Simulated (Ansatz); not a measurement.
Ba₂YHO₃ in space group Immm (No. 71; Pearson symbol oI14) at seven volumes, DFT-PBE in the program Ansatz with PAW potentials, shape and atoms relaxed at each. One row is withheld.

```tsv
V (Å³/atom)	P (GPa)
16.582	8.51
17.129	5.20
17.676	2.39
18.222	0.00
18.769	?
19.316	-3.74
19.862	-5.19
```

Task: Fit the shown pressures and predict the withheld one.

Result: Third-order Birch–Murnaghan: P = (3/2)B₀(x^(7/2) − x^(5/2))[1 + (3/4)(B′ − 4)(x − 1)] with x = (V₀/V)^(2/3). Least squares on the six rows gives V₀ = 18.224 Å³/atom, B₀ = 73.04 GPa, B′ = 4.45. At V = 18.769, x = 0.9805 and P = -2.02 GPa. The run itself gave -2.03 GPa.

The start of the workflow was typed in or built on a structure type; neither database checked (COD, Materials Project) lists it. Its standing as an ambient phase is unchecked. Symmetry was held in the PBE relaxation; whether a distortion lowers the energy is not shown. No spin polarisation was allowed. Scalar-relativistic: spin–orbit coupling is off unless named, which matters more the heavier the elements.

Potentials: the earlier of the program's two PAW sets.
